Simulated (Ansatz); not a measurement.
Ru3W:
```xyz
4
Lattice="3.8572 0.0000 0.0000 0.0000 3.8572 0.0000 0.0000 0.0000 3.8572" Properties=species:S:1:pos:R:3 pbc="T T T"
Ru     0.0000     1.9286     1.9286
Ru     1.9286     1.9286     0.0000
Ru     1.9286     0.0000     1.9286
W      0.0000     0.0000     0.0000
```

Relaxed with PBE. Special points in fractions of this cell's reciprocal vectors: Γ (0.000, 0.000, 0.000); X (0.000, 0.500, 0.000); M (0.500, 0.500, 0.000); R (0.500, 0.500, 0.500).

Q: List the band energies nearest the Fermi level at these points for DFT-PBE with spin–orbit coupling in the program Ansatz with PAW potentials.

A: In eV from the Fermi level; about four levels below and three above (degenerate sets whole), none deeper than 8.9 eV; points with the same levels are listed once.

```tsv
k	below	above
Γ	-2.16 -2.16 -2.16 -2.16 -1.91 -1.91	0.33 0.33 0.33 0.33
X	-0.48 -0.48 -0.42 -0.42	0.36 0.36 0.67 0.67
M	-0.23 -0.23 -0.09 -0.09	0.70 0.70 1.08 1.08
R	-1.86 -1.86 -1.86 -1.86	0.45 0.45 1.02 1.02
```

Space group Pm-3m (Cu3Au type). A made-up cell: these elements were put on the sites of a structure type; neither database checked (COD, Materials Project) lists it. Its standing as an ambient phase is unchecked. The cell was relaxed with PBE under the symmetry of its start; its stability against distortions is not shown here. The run is not spin-polarised.

Potentials: the earlier of the program's two PAW sets.
